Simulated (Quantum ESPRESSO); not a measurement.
# Mg3F2SeS: input and log of a self-consistent run

A calculation, not a measurement. The program is pw.x of Quantum ESPRESSO 7.5 (plane-wave density functional theory). The cell is made up: 7 atoms on a wurtzite lattice with one site empty, with randomly drawn elements, strain and displacements, not relaxed. PseudoDojo standard norm-conserving files (v0.5 for PBE, v0.4.1 for LDA and PBEsol) set the functional; there is no spin polarisation, spin-orbit coupling or dispersion term, and the masses in the input are unused placeholders.

Input:

```
&control calculation='scf', pseudo_dir='./dojo.nc.sr.pbe.v0_5.standard.upf', outdir='./o', disk_io='low', tprnfor=.true., tstress=.true. /
&system ibrav=0, nat=7, ntyp=4, nbnd=39, ecutwfc=85.99341389, nosym=.true., tot_charge=0,
 occupations='smearing', smearing='fd', degauss=0.0018374661
/
&electrons conv_thr=7.350e-09, electron_maxstep=60, /
ATOMIC_SPECIES
F 1.0 F.upf
Mg 1.0 Mg.upf
S 1.0 S.upf
Se 1.0 Se.upf
CELL_PARAMETERS angstrom
3.7699 0.0327 -0.0101
0.0567 6.313 -0.0291
-0.0166 -0.0275 6.0897
ATOMIC_POSITIONS angstrom
Mg 1.9454 3.211 -0.0304
Mg 1.8785 1.0756 3.0018
Mg 0.077 4.1576 3.0258
F 0.051 0.003 2.2905
Se 1.9423 3.0821 2.2854
F 1.859 1.0659 5.2795
S 0.0081 4.2056 5.4555
K_POINTS automatic
5 4 4 1 1 1
```

The log is shortened where brackets say so; the opening notice, blank lines, dates and the lines on written files are dropped, and the path of the files is cut. It prints rydbergs, bohrs and kilobars, and counts compression as positive stress. With no partly filled state, the Fermi energy that it prints is only some level between the filled and the empty states on the mesh, and need not lie in the true gap.

```
     Program PWSCF v.7.5
     Parallel version (MPI & OpenMP), running on       4 processor cores
     Number of MPI processes:                 4
     Threads/MPI process:                     1
     [start-up lines left out]
     bravais-lattice index     =            0
     lattice parameter (alat)  =       7.1244  a.u.
     unit-cell volume          =     977.9399 (a.u.)^3
     number of atoms/cell      =            7
     number of atomic types    =            4
     number of electrons       =        66.00
     number of Kohn-Sham states=           39
     kinetic-energy cutoff     =      85.9934  Ry
     charge density cutoff     =     343.9737  Ry
     scf convergence threshold =      7.3E-09
     mixing beta               =       0.7000
     number of iterations used =            8  plain     mixing
     Exchange-correlation= PBE
                           (   1   4   3   4   0   0   0)
     [axes and pseudopotential details left out]
   Cartesian axes
     site n.     atom                  positions (alat units)
         1        Mg     tau(   1) = (   0.5160136   0.8517116  -0.0080635  )
         2        Mg     tau(   2) = (   0.4982685   0.2853009   0.7962217  )
         3        Mg     tau(   3) = (   0.0204241   1.1027955   0.8025877  )
         4        F      tau(   4) = (   0.0135277   0.0007957   0.6075508  )
         5        Se     tau(   5) = (   0.5151914   0.8175212   0.6061980  )
         6        F      tau(   6) = (   0.4930962   0.2827279   1.4003773  )
         7        S      tau(   7) = (   0.0021485   1.1155274   1.4470610  )
     number of k points=    40  Fermi-Dirac smearing, width (Ry)=  0.0018
                       cart. coord. in units 2pi/alat
        k(    1) = (   0.0995702   0.0741139   0.0779920), wk =   0.0500000
        k(    2) = (   0.0999787   0.0748236   0.2327681), wk =   0.0500000
     [further k points left out]
     Dense  grid:   105291 G-vectors     FFT dimensions: (  45,  72,  72)
     Estimated max dynamical RAM per process >     210.55 MB
     Estimated total dynamical RAM >     765.10 MB
     Initial potential from superposition of free atoms
     starting charge      65.9975, renormalised to      66.0000
     Starting wfcs are   36 randomized atomic wfcs +    3 random wfcs
     total cpu time spent up to now is        2.9 secs
     per-process dynamical memory:   151.8 Mb
     Self-consistent Calculation
     iteration #  1     ecut=    85.99 Ry     beta= 0.70
     Davidson diagonalization with overlap
     ethr =  1.00E-02,  avg # of iterations =  6.0
     total cpu time spent up to now is        8.5 secs
     total energy              =    -719.66192653 Ry
     estimated scf accuracy    <       0.79300343 Ry
     iteration #  2     ecut=    85.99 Ry     beta= 0.70
     Davidson diagonalization with overlap
     ethr =  1.20E-03,  avg # of iterations =  3.3
     total cpu time spent up to now is       13.7 secs
     total energy              =    -719.78041169 Ry
     estimated scf accuracy    <       0.76114056 Ry
     iteration #  3     ecut=    85.99 Ry     beta= 0.70
     Davidson diagonalization with overlap
     ethr =  1.15E-03,  avg # of iterations =  2.0
     total cpu time spent up to now is       18.1 secs
     total energy              =    -719.95890246 Ry
     estimated scf accuracy    <       0.03820039 Ry
     iteration #  4     ecut=    85.99 Ry     beta= 0.70
     Davidson diagonalization with overlap
     ethr =  5.79E-05,  avg # of iterations =  5.5
     total cpu time spent up to now is       23.6 secs
     total energy              =    -719.96505668 Ry
     estimated scf accuracy    <       0.00355315 Ry
     iteration #  5     ecut=    85.99 Ry     beta= 0.70
     Davidson diagonalization with overlap
     ethr =  5.38E-06,  avg # of iterations =  6.0
     total cpu time spent up to now is       29.4 secs
     total energy              =    -719.96569073 Ry
     estimated scf accuracy    <       0.00056751 Ry
     iteration #  6     ecut=    85.99 Ry     beta= 0.70
     Davidson diagonalization with overlap
     ethr =  8.60E-07,  avg # of iterations =  2.0
     total cpu time spent up to now is       34.0 secs
     total energy              =    -719.96580127 Ry
     estimated scf accuracy    <       0.00004991 Ry
     iteration #  7     ecut=    85.99 Ry     beta= 0.70
     Davidson diagonalization with overlap
     ethr =  7.56E-08,  avg # of iterations =  2.0
     total cpu time spent up to now is       38.6 secs
     total energy              =    -719.96581138 Ry
     estimated scf accuracy    <       0.00000615 Ry
     iteration #  8     ecut=    85.99 Ry     beta= 0.70
     Davidson diagonalization with overlap
     ethr =  9.32E-09,  avg # of iterations =  2.0
     total cpu time spent up to now is       43.3 secs
     total energy              =    -719.96581282 Ry
     estimated scf accuracy    <       0.00000142 Ry
     iteration #  9     ecut=    85.99 Ry     beta= 0.70
     Davidson diagonalization with overlap
     ethr =  2.15E-09,  avg # of iterations =  2.0
     total cpu time spent up to now is       47.7 secs
     total energy              =    -719.96581299 Ry
     estimated scf accuracy    <       0.00000013 Ry
     iteration # 10     ecut=    85.99 Ry     beta= 0.70
     Davidson diagonalization with overlap
     ethr =  1.89E-10,  avg # of iterations =  2.9
     total cpu time spent up to now is       52.6 secs
     total energy              =    -719.96581303 Ry
     estimated scf accuracy    <       0.00000002 Ry
     iteration # 11     ecut=    85.99 Ry     beta= 0.70
     Davidson diagonalization with overlap
     ethr =  2.60E-11,  avg # of iterations =  2.0
     total cpu time spent up to now is       56.9 secs
     End of self-consistent calculation
          k = 0.0996 0.0741 0.0780 ( 13167 PWs)   bands (ev):
   -72.5114 -71.5550 -70.1978 -43.4555 -43.4273 -43.4025 -43.3666 -43.3609
   -39.3272 -39.2689 -39.2298 -38.3751 -38.3640 -38.2968 -37.0489 -36.9887
   -36.9635 -19.4078 -17.0745  -9.7226  -7.1027  -1.7049  -1.2929  -0.9726
    -0.2834   0.2379   0.7539   1.1171   1.2655   1.7581   2.6895   2.9867
     3.2031   5.9186   8.3003   8.7879   9.2742  10.2437  10.6196
     [levels at the other k points left out]
     the Fermi energy is     4.5226 ev
!    total energy              =    -719.96581304 Ry
     estimated scf accuracy    <          7.8E-10 Ry
     smearing contrib. (-TS)   =       0.00000000 Ry
     internal energy E=F+TS    =    -719.96581304 Ry
     The total energy is F=E-TS. E is the sum of the following terms:
     one-electron contribution =    -577.96993259 Ry
     hartree contribution      =     292.33276803 Ry
     xc contribution           =    -124.87196574 Ry
     ewald contribution        =    -309.45668274 Ry
     convergence has been achieved in  11 iterations
     Forces acting on atoms (cartesian axes, Ry/au):
     atom    1 type  2   force =    -0.01513514   -0.08388956   -0.08326117
     atom    2 type  2   force =    -0.00698805   -0.19705863    0.10241516
     atom    3 type  2   force =    -0.01564416    0.10075290    0.05941691
     atom    4 type  1   force =     0.00082840    0.00256380    0.05657033
     atom    5 type  4   force =     0.02029212    0.07917560   -0.03274943
     atom    6 type  1   force =     0.00258376    0.04480421   -0.05774585
     atom    7 type  3   force =     0.01406308    0.05365168   -0.04464594
     Total force =     0.314442     Total SCF correction =     0.000104
     Computing stress (Cartesian axis) and pressure
          total   stress  (Ry/bohr**3)                   (kbar)     P=       74.58
   0.00076855  -0.00000172  -0.00003987          113.06       -0.25       -5.86
  -0.00000172   0.00062267  -0.00026426           -0.25       91.60      -38.87
  -0.00003987  -0.00026426   0.00012967           -5.86      -38.87       19.07
     init_run     :      2.68s CPU      2.79s WALL (       1 calls)
     electrons    :     53.78s CPU     54.01s WALL (       1 calls)
     forces       :      0.72s CPU      0.72s WALL (       1 calls)
     stress       :      2.53s CPU      2.53s WALL (       1 calls)
     [timing details left out]
     PWSCF        :     59.83s CPU   1m 0.20s WALL
     JOB DONE.
```

In other units: free energy -9795.634 eV for the cell, pressure 7.46 GPa, largest force component 5.067 eV/Å. A rerun of a related cell, with the same atoms placed differently, at 1467 eV and a 7 x 6 x 6 mesh moved values by no more than 0.002 eV in energy, 0.03 GPa in stress and 0.006 eV/Å in force.